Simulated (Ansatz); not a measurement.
Relaxed-ion elastic tensor of Bi2S3 (La2O3 or Ni2Al3 type, P-3m1) in GPa (Voigt order), plane-wave PAW PBEsol (Ansatz code); density 6.46 g/cm³, 26.42 Å³ per atom.

```
      1     2     3     4     5     6
-  ----  ----  ----  ----  ----  ----
1  81.2  25.4  10.8  -0.1   0.0   0.0
2  25.4  81.2  10.8   0.1   0.0   0.0
3  10.8  10.8  19.3   0.0   0.0   0.0
4  -0.1   0.1   0.0   6.0   0.0   0.0
5   0.0   0.0   0.0   0.0   6.0  -0.1
6   0.0   0.0   0.0   0.0  -0.1  27.9
```

Is the crystal mechanically stable?

Yes: the smallest eigenvalue of C is 6.0 GPa.

Work out the Voigt, Reuss and Hill averages.

K_V = 30.6, K_R = 17.9, K_H = 24.3; G_V = 17.0, G_R = 9.9, G_H = 13.4 GPa.

Give Young's modulus, Poisson's ratio, Pugh's ratio and the universal anisotropy index.

E = 9KG/(3K + G) = 34.0 GPa; ν = 0.27; K/G = 1.81 (near the Pugh limit of 1.75, no verdict); A_U = 5G_V/G_R + K_V/K_R − 6 = 4.30.

Estimate the sound speeds and the Debye temperature.

v_l = √((K + 4G/3)/ρ) = 2550 m/s, v_t = √(G/ρ) = 1440 m/s, mean 1600 m/s; Θ = (h/k)(3n/4πV)^(1/3) v_m = 160 K.

How much does each axis shrink under pressure?

Linear compressibilities β_i = Σ_j S_ij (j = 1 to 3): x 4.7, y 4.7, z 47 per TPa.

A made-up cell: these elements were put on the sites of a structure type; neither database checked (COD, Materials Project) lists it. COD files the formula under space group No. 62. Its standing as an ambient phase is unchecked. The PBEsol relaxation kept the symmetry of its start; its stability against distortions is not shown here. Spin–orbit coupling is left out wherever it is not named.

Potentials: the earlier of the program's two PAW sets. The files were generated under PBE; for other functionals the program regenerates the frozen cores, and for LDA and PBEsol the local potential too.
